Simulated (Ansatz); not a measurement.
## Data sheet: ScCd3 (DFT)

ScCd3:
```xyz
8
Lattice="6.3391 0.0000 0.0000 -3.1695 5.4898 0.0000 0.0000 0.0000 4.8477" Properties=species:S:1:pos:R:3 pbc="T T T"
Sc     0.0000     3.6599     1.2119
Sc     3.1695     1.8299     3.6358
Cd     3.1695     3.6645     1.2119
Cd     0.0000     1.8253     3.6358
Cd    -1.5888     4.5772     3.6358
Cd     4.7583     0.9126     1.2119
Cd     1.5807     0.9126     1.2119
Cd     1.5888     4.5772     3.6358
```

Space group P6_3/mmc (No. 194); conventional cell a = b = 6.339 Å, c = 4.848 Å, α = β = 90.00°, γ = 120.00°.

Method: DFT-r²SCAN in the program Ansatz with PAW potentials. Geometry: relaxed at this level of theory. Other levels are named where they apply.

**Cell and energy**

```
Quantity                                                      Result
-----------------------------------------------------  -------------
Volume per atom                                             21.09 Å³
Density                                                   7.52 g/cm³
Formation energy from the elements (no fitted shifts)  -0.25 eV/atom
```

**Electronic structure**

```
Property                                                                     Value
------------------------------------  --------------------------------------------
Electronic character                                             metallic (no gap)
Density of states at the Fermi level  0.57 states/eV per atom (mean over ±0.08 eV)
```

The workflow started from a Materials Project entry (that database holds measured and hypothetical structures alike); the Crystallography Open Database files this formula in space group No. 194, but the cells were not matched. Its standing as an ambient phase is unchecked. The r²SCAN relaxation kept the symmetry of its start; its stability against distortions is not shown here. The run is not spin-polarised. Axis ratios of metals converge slowly with the k-mesh, so a and c are less sure than the volume. The references are the lowest solids computed at this level, not always the standard phases. Spin–orbit coupling is left out wherever it is not named.

Potentials: the later of the program's two PAW sets.
